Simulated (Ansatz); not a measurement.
BeNi (CsCl type, Pm-3m), plane-wave PAW r²SCAN (Ansatz code), all energies at zero smearing, with the estimated change up to a 700 eV cutoff added, with one set of potentials and settings (totals compare only within such a set). Cell of 2 atoms (1 Be, 1 Ni): -5939.554 eV.

```csv
element,reference phase,E (eV/atom)
Be,"P6_3/mmc, 2 atoms in the cell",-93.3347
Ni,"Fm-3m, 1 atoms in the cell, spin-polarised",-5845.2912
```

Formation energy per atom, worked out: (-5939.554 − 1×(-93.3347) − 1×(-5845.2912))/2 = -0.464 eV/atom (-45 kJ per mol of atoms), at 0 K, without zero-point energy or fitted corrections.

The workflow started from a Materials Project entry (that database holds measured and hypothetical structures alike); the Crystallography Open Database copy checked does not list it. With Be and Ni taken as one species the cell has the higher symmetry Im-3m, so it may be an ordered model of a mixed-site phase. Its standing as an ambient phase is unchecked. The cell was relaxed with r²SCAN under the symmetry of its start; of distortions, only those at the zone centre were tested. The run is not spin-polarised. The references are the lowest solids computed at this level, not always the standard phases.

Potentials: the later of the program's two PAW sets.
